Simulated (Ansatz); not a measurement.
BaF2:
```cif
data_BaF2
_chemical_formula_sum 'Ba1 F2'
_space_group_name_H-M_alt 'P 1'
_space_group_IT_number 1
_cell_length_a 4.41679
_cell_length_b 4.41679
_cell_length_c 4.41679
_cell_angle_alpha 60.000
_cell_angle_beta 60.000
_cell_angle_gamma 60.000
loop_
_space_group_symop_operation_xyz
  'x, y, z'
loop_
_atom_site_label
_atom_site_type_symbol
_atom_site_fract_x
_atom_site_fract_y
_atom_site_fract_z
_atom_site_occupancy
Ba1 Ba 0.00000 0.00000 0.00000 1
F1 F 0.25000 0.25000 0.25000 1
F2 F 0.75000 0.75000 0.75000 1
```

Relaxed with PBE (plane waves, PAW; program Ansatz). Indices refer to the conventional cell of Fm-3m, a = b = c = 6.246 Å, α = β = γ = 90.00°.

**Question.** Simulate the powder diffraction pattern (Cu Kα, λ = 1.54184 Å; lines above 1 %) up to 2θ = 90°.

**Answer.** Simulated powder pattern, Cu Kα, λ = 1.54184 Å (kinematic, ideal powder, no thermal factors, no anomalous dispersion; the 30 strongest lines at most, above 1 %, up to 2θ = 90°):

```json
[
 {"2θ (°)": "24.69", "d (Å)": "3.606", "I/Imax (%)": "100", "hkl": "(111)"},
 {"2θ (°)": "28.58", "d (Å)": "3.123", "I/Imax (%)": "24", "hkl": "(200)"},
 {"2θ (°)": "40.86", "d (Å)": "2.208", "I/Imax (%)": "66", "hkl": "(220)"},
 {"2θ (°)": "48.33", "d (Å)": "1.883", "I/Imax (%)": "48", "hkl": "(311)"},
 {"2θ (°)": "50.62", "d (Å)": "1.803", "I/Imax (%)": "7.4", "hkl": "(222)"},
 {"2θ (°)": "59.17", "d (Å)": "1.562", "I/Imax (%)": "10", "hkl": "(400)"},
 {"2θ (°)": "65.09", "d (Å)": "1.433", "I/Imax (%)": "20", "hkl": "(331)"},
 {"2θ (°)": "67.00", "d (Å)": "1.397", "I/Imax (%)": "10", "hkl": "(420)"},
 {"2θ (°)": "74.41", "d (Å)": "1.275", "I/Imax (%)": "20", "hkl": "(422)"},
 {"2θ (°)": "79.78", "d (Å)": "1.202", "I/Imax (%)": "15", "hkl": "(511)+(333)"},
 {"2θ (°)": "88.56", "d (Å)": "1.104", "I/Imax (%)": "6.5", "hkl": "(440)"}
]
```

The cell was relaxed with PBE under the symmetry of its start. Scalar-relativistic: spin–orbit coupling is off unless named, which matters more the heavier the elements.

Potentials: the later of the program's two PAW sets.
